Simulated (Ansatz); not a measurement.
# Ca₇TiN₆, one structure, two calculations

Cell: a computed structure from the Materials Project (it need not be an observed phase).

Space group Ibam (No. 72); a = 6.3311, b = 11.5166, c = 12.8152 Å.

| site | Wyckoff | site symmetry | x | y | z |
| --- | --- | --- | --- | --- | --- |
| Ca1 | 8j | ..m | 0.7780 | 0.4549 | 0.5000 |
| Ca5 | 16k | 1 | 0.6274 | 0.2781 | 0.8742 |
| Ca13 | 4b | 222 | 0.5000 | 0.0000 | 0.2500 |
| Ti | 4a | 222 | 0.0000 | 0.0000 | 0.2500 |
| N17 | 16k | 1 | 0.1891 | 0.8947 | 0.1762 |
| N25 | 8j | ..m | 0.3890 | 0.8431 | 0.5000 |

One atom of each set is listed; the run and its k-mesh use a cell of 28 atoms with edges of 9.18, 9.18, 9.18 Å.

First run. Method: Kohn–Sham DFT in Ansatz, PBE, plane waves and PAW, scalar-relativistic, 420 eV cutoff, Γ-centred 5×5×5 k-points, Fermi–Dirac smearing 0.02 eV.

| site | V_zz (10²¹ V/m²) | η |
| --- | --- | --- |
| Ca1 | 4.50 | 0.80 |
| Ca5 | -3.99 | 0.16 |
| Ca13 | -6.59 | 0.36 |
| Ti | 6.05 | 0.01 |
| N17 | 2.94 | 0.89 |
| N25 | -1.11 | 0.58 |

Second run. The same atoms and settings, except that the functional is r2SCAN and the cutoff is 500 eV.

Problem. What does the second run give?

Solution. 

```tsv
site	V_zz	η	change of V_zz
Ca1	4.66	0.81	+0.16
Ca5	-4.06	0.16	-0.07
Ca13	-6.83	0.37	-0.24
Ti	5.90	0.01	-0.15
N17	3.10	0.83	+0.16
N25	-1.21	0.61	-0.10
```

The largest change of V_zz is on Ca13, from -6.59 to -6.83. In per cent, |V_zz| changes by +2 to +4 on Ca, -2 on Ti, +5 to +9 on N (all sites that start above 0.5).
